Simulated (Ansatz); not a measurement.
Si3MoPt2 in space group Pmc2_1 (No. 26; Pearson symbol oP12), the program Ansatz at the PBE level (PAW), all energies at zero smearing, with the estimated change up to a 700 eV cutoff added, with one set of potentials and settings (totals compare only within such a set). Cell of 12 atoms (6 Si, 2 Mo, 4 Pt): -63826.532 eV.

| element | reference phase | E (eV/atom) |
|---|---|---|
| Si | Fd-3m, 2 atoms in the cell | -635.8096 |
| Mo | Im-3m, 1 atoms in the cell | -4956.0212 |
| Pt | Fm-3m, 1 atoms in the cell | -12523.0127 |

Formation energy per atom, worked out: (-63826.532 − 6×(-635.8096) − 2×(-4956.0212) − 4×(-12523.0127))/12 = -0.632 eV/atom (-61 kJ per mol of atoms), at 0 K, without zero-point energy or fitted corrections.

The first step of the workflow began from a Materials Project structure, measured or hypothetical; the Crystallography Open Database files this formula in space group No. 26, but the cells were not matched. Whether it is the stable phase at ambient conditions was not checked. The PBE relaxation kept the symmetry of its start; its stability against distortions is not shown here. No spin polarisation was allowed. The references are the lowest solids computed at this level, not always the standard phases. Spin–orbit coupling is left out wherever it is not named.

Potentials: the later of the program's two PAW sets.
